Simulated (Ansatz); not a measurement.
HfC:
```yaml
crystal:
  lattice:
    - [3.83990, 0.00000, 0.00000]
    - [-1.91995, 3.32545, 0.00000]
    - [0.00000, 0.00000, 4.62728]
  atoms:
    - { symbol: Hf, position: [0.33333, 0.66667, 0.75000] }
    - { symbol: Hf, position: [0.66667, 0.33333, 0.25000] }
    - { symbol: C, position: [0.33333, 0.66667, 0.25000] }
    - { symbol: C, position: [0.66667, 0.33333, 0.75000] }
```

Relaxed with r²SCAN.

Give the Bader charges and basin volumes of the independent atoms, DFT-r²SCAN in the program Ansatz with PAW potentials.



```json
[
 {"atom": "Hf1", "Bader charge (e)": "+2.08", "Bader volume (Å³)": "12.4"},
 {"atom": "C3", "Bader charge (e)": "-2.08", "Bader volume (Å³)": "17.1"}
]
```

Space group P6_3/mmc. The start of the workflow was typed in or built on a structure type; the Crystallography Open Database copy checked does not list it. It is not the phase usual at ambient conditions (space group No. 225). The cell was relaxed with r²SCAN under the symmetry of its start; its stability against distortions is not shown here. No spin polarisation was allowed. Spin–orbit coupling is left out wherever it is not named.

Potentials: the later of the program's two PAW sets.
